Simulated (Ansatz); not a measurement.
PbSe (rock salt)

```
PbSe
1.0
    0.00000     6.21775     6.21775
    3.10888     0.00000     3.10888
    3.10888     3.10888     0.00000
Se Pb
2 2
Direct
  0.00000   0.00000   0.00000
  0.50000   0.00000   0.00000
  0.25000   0.50000   0.50000
  0.75000   0.50000   0.50000
```

A phonon eigenvector at L = (0.5, 0.0, 0.0) is frozen into this cell: atom i moves by Q times the vector below, so Q is the largest atomic displacement, in Å. The cell is held. (q is in reciprocal vectors of the primitive cell; the cell shown is doubled to hold the pattern.)

```json
[
 {"atom": "Se1", "x": "-0.577", "y": "0.577", "z": "0.577"},
 {"atom": "Se2", "x": "0.577", "y": "-0.577", "z": "-0.577"}
]
```

Atoms not listed stay in place.

The numbers are results of PBE (plane waves to 420 eV, PAW, scalar-relativistic; Ansatz, a first-principles code), not measurements. k mesh 9×9×9 (Γ-centred), Fermi-Dirac smearing 0.05 eV. E stands for the smeared free energy. PbSe was relaxed with its symmetry unable to fall. Spin-orbit coupling is left out, though Pb is heavy. ΔE is measured from the undisplaced structure.

| Q (Å) | ΔE (meV/cell) |
|---|---|
| -0.180 | withheld |
| -0.150 | 122.9 |
| -0.120 | 78.7 |
| -0.090 | 44.3 |
| -0.060 | 19.7 |
| -0.030 | 4.9 |
| 0.000 | 0.0 |
| 0.030 | 4.9 |
| 0.060 | 19.7 |
| 0.090 | 44.3 |
| 0.120 | 78.7 |
| 0.150 | 122.9 |
| 0.180 | withheld |

**Question.** Fit an even polynomial form (powers 2, 4) to the given rows and predict ΔE at Q = 0.180.

**Answer.** Least squares on the 11 given rows: ΔE = (5472)·Q² + (-434.2)·Q⁴, in meV/cell with Q in Å; root-mean-square residual 0.01 meV/cell. At 0.180 the fit gives 176.8 meV/cell; the calculation gives 176.7 meV/cell, so the extrapolation is off by 0.1 (+0.1 %). The quadratic term alone would give 177.3 meV/cell.

(A displaced cell: forces are minus the slopes of the energy, force constants its curvatures, and phonons follow from these.)
